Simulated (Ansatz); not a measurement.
This is a single-point calculation with the plane-wave code Ansatz on Ga2AsN, ordered on the rocksalt lattice (R-3m) with 4 atoms a cell; the level of theory is r2SCAN. Cell and atoms come from a relaxation with r2SCAN.

input.yaml:
```yaml
crystal:
  lattice:
    - [1.646544075, 0.9506326649, 5.9542264604]
    - [-1.646544075, 0.9506326649, 5.9542264604]
    - [0.0, -1.9012653299, 5.9542264604]
  atoms:
    - { symbol: "N", position: [1.0, 0.0, 0.0] }
    - { symbol: As, position: [0.5, 0.5, 0.5] }
    - { symbol: Ga, position: [0.2673231068, 0.2673231068, 0.2673231068] }
    - { symbol: Ga, position: [0.7326768932, 0.7326768932, 0.7326768932] }
kpoints:
  mp_grid: { grid: [10, 10, 10] }
  band_path:
    path:
      - [0.0, 0.0, 0.0]
      - [0.5, 0.5, 0.5]
      - [0.8163398069, 0.1836601931, 0.5]
      - [0.5, -0.1836601931, 0.1836601931]
      - [0.5, 0.0, 0.0]
      - [0.3418300965, -0.3418300965, 0.0]
      - [0.6581699035, 0.0, 0.3418300965]
      - [0.5, 0.0, 0.5]
      - [0.5790849517, 0.0, 0.4209150483]
    npoints: 1
hamiltonian:
  xc: r2scan
scf:
  occupations: { method: fermi_dirac, width: 0.02 }
  n_extra_bands: 5
output:
  forces: true
  stress: true
  eigenvalues: true
  write_density: true
  write_potential: true
  elf: true
  volumetric_format: npy
```

Run as `ansatz run input.yaml --threads 2 --pin off --max-ram 2211MiB --backend cpu --events-out ev --progress --plain --runs-dir out`. It took 38 s on 2 threads of Intel(R) Xeon(R) Processor @ 2.50GHz (Skylake/Cascade Lake) (shared host), load about 0.9 per core; peak host memory 0.62 GiB.

Main lines of the log:
```
Functional definition: r2SCAN
Crystal: 4 atoms, lattice volume = 55.919 Å³
Basis set: ecut = 500 eV, 1419 PW (Γ), FFT grids on a1−a2, a2, −a2+a3
Bands: 28, of which v1, the nominal top of the filled ones, is band 23 counted from 1 (22 counted from 0)
Symmetry: 12 space group operations
Space group: R-3m (ITA 166)
k-points: 116 of 1000
preconditioner: auto → Kerker (q_TF=auto, 2.641 Å⁻¹)  [metal: Δε(μ)=0.013 eV  σ=0.020 eV  ℏωp=29.8 eV]
NSCF: frozen V_eff on 9 k-points
SCF converged after 9 iterations
Free energy (F): -12829.058459 eV
Internal energy: -12829.056982 eV  (E = F + TS)
E sigma→0 (E₀):  -12829.057721 eV
Entropy (-TS):   -0.001477 eV (-0.369 meV/atom)
Fermi energy:    12.519223 eV
--- Forces (eV/Å), atoms counted from 1 ---
  atom   1  N       0.00000      0.00000      0.00000
  atom   2  As      0.00000      0.00000      0.00000
  atom   3  Ga      0.00000      0.00000      0.05227
  atom   4  Ga      0.00000      0.00000    -0.05227
--- Stress (GPa, compression-positive) ---
       -0.731230       0.000000       0.000000
        0.000000      -0.731230       0.000000
        0.000000       0.000000       1.127844
  P = ⅓ Tr σ = -0.1115 GPa (-1.115 kbar)
```

The file bands.tsv (bands near the Fermi energy, numbered from 0, rounded):
```tsv
# k_distance	band_18	band_19	band_20	band_21	band_22	band_23	band_24	band_25	band_26
# fermi_ev = 12.519223
# [0, 0, 0] at k_distance = 0.000000
# [0.5, 0.5, 0.5] at k_distance = 0.527624
# [0.8163398069, 0.1836601931, 0.5] at k_distance = 1.734772
# [0.5, -0.1836601931, 0.1836601931] at k_distance = 2.104018
# [0.5, 0, 0] at k_distance = 2.804862
# [0.3418300965, -0.3418300965, 0] at k_distance = 3.480952
# [0.6581699035, 0, 0.3418300965] at k_distance = 3.837156
# [0.5, 0, 0.5] at k_distance = 4.440730
# [0.5790849517, 0, 0.4209150483] at k_distance = 4.742517
# levels_relative_to = fermi_ev
0.000	-2.646	-2.646	-2.225	-1.635	1.961	1.961	4.886	5.557	5.557
0.528	-5.918	-2.652	-2.652	0.906	1.842	1.842	3.419	7.078	7.078
1.735	-7.542	-5.636	-5.123	-3.761	-2.645	0.217	0.867	4.727	5.609
2.104	-7.542	-5.636	-5.123	-3.761	-2.645	0.217	0.867	4.727	5.609
2.805	-7.437	-4.967	-4.176	-3.917	-0.620	-0.003	0.548	5.521	5.867
3.481	-7.429	-5.984	-4.887	-3.981	-2.645	0.043	1.493	4.177	5.548
3.837	-7.429	-5.984	-4.887	-3.981	-2.645	0.043	1.493	4.177	5.548
4.441	-7.278	-4.333	-4.087	-3.139	-1.517	-0.011	2.258	4.034	4.983
4.743	-6.944	-5.864	-4.036	-2.679	-1.861	-1.173	2.436	3.044	4.859
```
In order the rows are Γ, T, H₂, H₀, L, S₀, S₂, F, S₂–F (0.50).

Planar averages along the third cell vector, from rho_z.tsv and v_z.tsv (valence density with its augmentation; electrostatic potential energy of an electron, of which only differences have a meaning):

| z (Å) | ρ (e/Å³) | v_es (eV) |
| --- | --- | --- |
| 0.00 | 0.437 | 6.86 |
| 0.25 | 0.441 | 6.96 |
| 0.50 | 0.460 | 7.22 |
| 0.75 | 0.521 | 7.51 |
| 1.00 | 0.657 | 7.70 |
| 1.25 | 0.867 | 7.69 |
| 1.50 | 1.062 | 7.49 |
| 1.75 | 1.123 | 7.20 |
| 2.00 | 1.039 | 6.99 |
| 2.25 | 0.929 | 6.95 |
| 2.50 | 0.913 | 6.99 |
| 2.75 | 0.988 | 7.01 |
| 3.25 | 1.066 | 7.00 |
| 3.50 | 0.988 | 7.01 |
| 3.75 | 0.913 | 6.99 |
| 4.00 | 0.929 | 6.95 |
| 4.25 | 1.039 | 6.99 |
| 4.50 | 1.123 | 7.20 |
| 4.75 | 1.062 | 7.49 |
| 5.00 | 0.867 | 7.69 |
| 5.25 | 0.657 | 7.70 |
| 5.50 | 0.521 | 7.51 |
| 5.75 | 0.460 | 7.22 |
| 6.00 | 0.441 | 6.96 |

With r2SCAN the bands overlap by 3.13 eV (counted from 1, band 23 peaks at Γ and band 24 bottoms out at S₂–F (0.50 of the way from S₂)): no gap. The mean pressure is -0.11 GPa (compression positive), so r2SCAN would shrink the cell's volume. The largest force is 0.05 eV/Å.

The cell comes from a prototype generator: it can be a known phase or a hypothetical one. Spin polarisation is off.

The runs are scalar-relativistic, without spin-orbit coupling.

Where bands overlap, v1 and c1 are numbered by the electron count and aren't everywhere filled or empty.
